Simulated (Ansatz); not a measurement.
Generalised stacking-fault energy along a line for KCl (rock salt)

KCl (rock salt) is sheared across one {110} plane: the third cell vector gains the shift, so faults repeat every 6.7 Å. The cut lies between planes 2.22 Å apart; the cell height is held.

```
KCl
1.0
    4.44934     0.00000     0.00000
    0.00000     6.29231     0.00000
    2.22467     3.14616     6.67400
Cl K
3 3
Direct
  0.00000   0.00000   0.83333
  0.33333   0.33333   0.16667
  0.66667   0.66667   0.50000
  0.00000   0.50000   0.83333
  0.33333   0.83333   0.16667
  0.66667   0.16667   0.50000
```

In-plane vectors a = (4.449, 0.000) Å, b = (0.000, 6.292) Å, area 28.00 Å². The shift is s times the vector a + b (length 7.706 Å), so s = 1 restores the start. Atoms relax along the normal only. γ = [E(shift) − E(0)] / area.

The numbers are results of r2SCAN (plane waves to 500 eV, PAW, scalar-relativistic; Ansatz, a program for electronic structure), not measurements. k mesh 7×7×7 (Γ-centred), Fermi-Dirac smearing 0.05 eV. Energies are extrapolated to zero smearing. Stress and pressure are positive under compression. Some relaxations began with atoms very close together and may have settled on another branch. Faults lie only 6.7 Å apart, and holding the cell height raises γ above its relaxed value. Left out: 1 of 12 points, with atoms too close for the PAW data. KCl was relaxed with its symmetry unable to fall. γ is measured from zero shift.

```csv
shift (Å),γ (mJ/m²),σ normal to the fault (GPa)
0.000,0,0.0
0.642,99,0.4
1.284,320,1.1
1.927,630,2.5
2.569,985,5.0
3.211,1261,7.5
4.495,1261,7.5
5.138,985,5.0
5.780,630,2.5
6.422,320,1.1
7.064,99,0.4
```

The 12 points together took roughly 50 core-minutes.

(The slope of γ gives the shear force per area between the displaced halves; near zero shift its curvature is an elastic stiffness.)
